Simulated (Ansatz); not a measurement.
# FeCO$_{3}$, a database entry at a rescaled volume

```
Fe C O
1.0
     2.28859    1.32132    4.63870
    -2.28859    1.32132    4.63870
     0.00000   -2.64264    4.63870
Fe C O
2 2 6
Direct
  0.00000 0.00000 0.00000
  0.50000 0.50000 0.50000
  0.25000 0.25000 0.25000
  0.75000 0.75000 0.75000
  0.52950 0.97050 0.25000
  0.25000 0.52950 0.97050
  0.97050 0.25000 0.52950
  0.47050 0.02950 0.75000
  0.75000 0.47050 0.02950
  0.02950 0.75000 0.47050
```

The numbers come from plane-wave PAW DFT (Ansatz): r2SCAN, no spin polarisation, 500 eV, 7×7×7 Γ-centred k points, fermi-dirac occupations (width 0.074 eV). Nothing was relaxed.

**Stress.** The pressure is -1.9 GPa (compression positive), so with the atoms held at these fractions the cell would first shrink. The principal stresses -2.3, -2.3, -1.0 GPa differ, so its shape would change too.
**Formation energy.** -1.21 eV an atom against the elements' usual phases (free molecules for gases, crystals otherwise, with no correction for O₂ or N₂), so it is bound against them; other compounds may still compete. Relaxing would lower it.
**Charges.** Bader charges in e: Fe +1.35, C +2.38, O -1.24. In the mean C gives up most and O takes most.
**Electronic structure.** The gap is 1.66 eV, indirect (the least direct gap found is 1.74 eV).
**Forces.** The largest is on O5 (and as large on other atoms): 0.72 eV/Å, components (0.72, 0.00, 0.00). It makes 180° with the line to a nearest neighbour, C3 at 1.28 Å, pointing away from it.

Origin: a database entry at a rescaled volume. Caveats: no spin polarisation, so a magnetic state may lie lower.
